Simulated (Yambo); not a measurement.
Yambo run on BaTiO$_{3}$ (cubic perovskite, space group Pm-3m, No. 221). The wavefunctions are PBEsol (pw.x of Quantum ESPRESSO, ONCV potentials, with spin-orbit coupling) ones on a 4×4×4 mesh (40 occupied bands); a = 4.008 Å, b = 4.008 Å, c = 4.008 Å, α = 90.00°, β = 90.00°, γ = 90.00°.

Yambo input:

```
rim_cut
gw0
dyson
el_el_corr
HF_and_locXC
cohsex
em1s
RandQpts= 1000000
RandGvec= 1 Ry
EXXRLvcs= 84 Ry
VXCRLvcs= 336 Ry
Chimod= "HARTREE"
% BndsRnXs
 3 | 200 |
%
NGsBlkXs= 7 Ry
% LongDrXs
 1.0 | 1.0 | 1.0 |
%
ExtendOut
% QPkrange
 1 | 1 | 40 | 41 |
 10 | 10 | 40 | 40 |
%
```

k points by index: 1 = Γ, 10 = R.

The o-*.qp file then holds:

```
#    K-point    Band    Eo [eV]    E [eV]    E-Eo [eV]    Vxc [eV]    Vnlxc [eV]    Sc|Eo [eV]    Re(Z)    Im(Z)
#
    1    40    -0.072795    -2.152595    -2.079799    -19.95350    -24.71479    2.681492    1.000000    0.000000
    1    41    1.759457    1.598487    -0.160969    -18.71243    -11.44836    -7.425034    1.000000    0.000000
    10    40    0.000000    -2.037200    -2.037200    -19.70110    -24.79275    3.054456    1.000000    0.000000
```
(The two width columns are left out.) Convergence of these settings isn't established.

Geometry of the Materials Project entry, not relaxed at this level.

This is not the ordinary phase of the substance.
